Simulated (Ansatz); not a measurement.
The elements of this relaxed trial crystal are hidden behind letters.

```
lattice vectors (Å)
   2.9015    0.0000    0.0000
  -1.4508    2.5128    0.0000
   0.0000    0.0000   14.2283
fractional positions
X 0.3333 0.6667 0.8350
X 0.6667 0.3333 0.6700
X 0.3333 0.6667 0.3300
X 0.6667 0.3333 0.1650
X 0.0000 0.0000 0.0000
Z 0.0000 0.0000 0.5000
Q 0.6667 0.3333 0.9175
Q 0.0000 0.0000 0.7526
Q 0.3333 0.6667 0.5889
Q 0.6667 0.3333 0.4111
Q 0.0000 0.0000 0.2474
Q 0.3333 0.6667 0.0825
```

The calculation used DFT PBE, scalar-relativistic, plane waves, PAW (Ansatz). Cutoff 420 eV, Γ-centred 12×12×2 mesh (12-atom cell), Gaussian smearing of 0.02 eV, no spin polarisation.

```
Space group                                 : P-3m1 (No. 164)
Conventional cell                           : a = 2.902 Å, c = 14.228 Å
Volume per atom                             : 8.64 Å³
Density                                     : 4.62 g/cm³
Formation energy                            : −0.980 eV/atom
Gap on the 12×12×2 mesh of the 12-atom cell : 3.13 eV
```

Energies are uncorrected and count from the elements' standard states at the same level.

Q: X is a p-block element of period 3, Z is a p-block element of period 4 and Q is a p-block element of period 2. Which elements are they?

A: X = Al, Z = Ga, Q = N, so the formula is Al5GaN6. Density times volume gives a mean mass of 4.62 × 8.64/1.6605 = 24.0 u per atom, and this set has 24.1 u. Around Al on a site of symmetry 3m lie 6 N at 2.05 Å; Ga is surrounded by 6 N at 2.10 Å; N on its first site has 6 Al at 2.05 Å; 4 more sites not described. Other sets within the hints have nearly the same mass, so mass alone doesn't settle it; this one was computed.

Kohn–Sham gaps at this level usually fall short of measured ones. A structure relaxed within its symmetry needn't be a true minimum.
